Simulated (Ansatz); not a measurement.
BaTe:
```xyz
2
Lattice="0.0000 3.5317 3.5317 3.5317 0.0000 3.5317 3.5317 3.5317 0.0000" Properties=species:S:1:pos:R:3 pbc="T T T"
Ba     0.0000     0.0000     0.0000
Te     3.5317     3.5317     3.5317
```

Relaxed with r²SCAN. Special points in fractions of this cell's reciprocal vectors: Γ (0.000, 0.000, 0.000); X (0.500, 0.000, 0.500); U (0.625, 0.250, 0.625); K (0.375, 0.375, 0.750); L (0.500, 0.500, 0.500); W (0.500, 0.250, 0.750).

Q: List the band energies nearest the valence-band maximum at these points for DFT-r²SCAN with spin–orbit coupling in the program Ansatz with PAW potentials.

A: In eV from the valence-band maximum; about four levels below and three above (degenerate sets whole), none deeper than 8.9 eV; points with the same levels are listed once.

```
k                    below                above
-  -----------------------  -------------------
Γ      0.00 0.00 0.00 0.00  3.15 3.15 3.15 3.15
X  -0.84 -0.84 -0.36 -0.36  1.74 1.74 4.72 4.72
U  -1.19 -1.19 -0.86 -0.86  2.76 2.76 5.16 5.16
L  -1.42 -1.42 -1.09 -1.09  4.29 4.29 4.97 4.97
W  -1.08 -1.08 -1.02 -1.02  3.62 3.62 3.73 3.73
```

Space group Fm-3m (rock salt). The r²SCAN relaxation kept the symmetry of its start; of distortions, only those at the zone centre were tested.

Potentials: the later of the program's two PAW sets.
